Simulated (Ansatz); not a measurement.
One starting cell of CuI (a generated cell, CuI built in the zincblende structure type) was relaxed twice with Ansatz (plane waves, PAW, scalar-relativistic): with PBEsol at 420 eV and with PBE at 420 eV. The PBEsol result:

```xyz
2
Lattice="0.0000 2.9695 2.9695 2.9695 0.0000 2.9695 2.9695 2.9695 0.0000" Properties=species:S:1:pos:R:3 pbc="T T T"
I      4.4543     4.4543     4.4543
Cu     0.0000     0.0000     0.0000
```

| quantity | PBEsol | PBE |
|---|---|---|
| space group | F-43m | F-43m |
| volume (Å³/atom) | 26.19 | (withheld) |
| a (Å) | 5.939 | (withheld) |
| gap (eV, no spin-orbit coupling) | 1.17 | (withheld) |

Q: Fill in the PBE column.

A: 
- volume (Å³/atom), PBE: 28.06
- a (Å), PBE: 6.078
- gap (eV, no spin-orbit coupling), PBE: 1.10

Both levels end in the same structure; PBE's volume is 7.2 % larger; its gap is 0.07 eV smaller. Neither column is exact.

No spin polarisation in the result. Without spin-orbit coupling the bands of the heavy element are not split, so the gap can be far off.

Measured for CuI: a 6.053 Å (as listed in arXiv:2305.18931). Computed minus measured — a: PBEsol -1.9 %, PBE +0.4 %. The computed values are for a static lattice.

The run could not lose the symmetry of its start; a randomly shaken copy of 2 atoms returns to this structure.

All atoms sit on sites fixed by symmetry, so only the cell could relax.

Ansatz is an electronic-structure program.
